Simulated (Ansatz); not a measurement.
A scan (energy against volume; even scaling of the relaxed cell, symmetry kept) gave these values. All values below come from PBE (plane waves to 420 eV, PAW, scalar-relativistic; Ansatz, a program for electronic structure).

The bulk modulus at fixed cell shape B₀ (third-order Birch-Murnaghan fit) is 25.1 GPa and the pressure derivative B₀′ (fit) comes out as 8.8. The equilibrium volume of the fit is 31.29 Å³/atom.

**Question.** Of these crystals, all scanned alike, which one is it?
A. Al₂Cu (Al2Cu type, space group I4/mcm)
B. VO₂ (rutile)
C. Ge₂Sb₂Te₅ (Ge2Sb2Te5-Kooi type, space group P-3m1)

**Answer.** C, Ge₂Sb₂Te₅ (Ge2Sb2Te5-Kooi type, space group P-3m1). The others have, for the bulk modulus at fixed cell shape: VO2 226 GPa, Al2Cu 99 GPa

Al2Cu is run without spin polarisation. All were relaxed with their symmetry unable to fall. Relaxed VO2 ends ferromagnetic. Spin-orbit coupling is left out. The PAW data are Ansatz's earlier set. This is a high-temperature form of VO2. VO2 is run spin-polarised and with no Hubbard U. The magnetic order is the one the run started from; other orders were not tried. (This holds for the magnetic or f-shell members.) With the shape held, the modulus is that of even scaling; a crystal free to change shape is softer.

(Under strain, the slope of the energy per volume gives the stress and its curvature an elastic modulus.)
